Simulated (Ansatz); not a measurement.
InMo₃C (anti-perovskite, Pm-3m) at seven volumes, DFT-PBE in the program Ansatz with PAW potentials, scaled uniformly. One row is withheld.

```
V (Å³/atom)  P (GPa)
-----------  -------
13.622             ?
14.071         15.79
14.520          7.26
14.969          0.00
15.418         -6.16
15.867        -11.39
16.316        -15.82
```

Question: Fit the shown pressures and predict the withheld one.

Answer: Third-order Birch–Murnaghan: P = (3/2)B₀(x^(7/2) − x^(5/2))[1 + (3/4)(B′ − 4)(x − 1)] with x = (V₀/V)^(2/3). Least squares on the six rows gives V₀ = 14.969 Å³/atom, B₀ = 222.4 GPa, B′ = 4.45. At V = 13.622, x = 1.0649 and P = 25.88 GPa. The run itself gave 25.84 GPa.

The start of the workflow was typed in or built on a structure type; neither database checked (COD, Materials Project) lists it. Its standing as an ambient phase is unchecked. The cell was relaxed with PBE under the symmetry of its start; whether a distortion lowers the energy is not shown. No spin polarisation was allowed. Its formation energy is positive at this level, so the cell may be metastable or incomplete.

Potentials: the later of the program's two PAW sets.
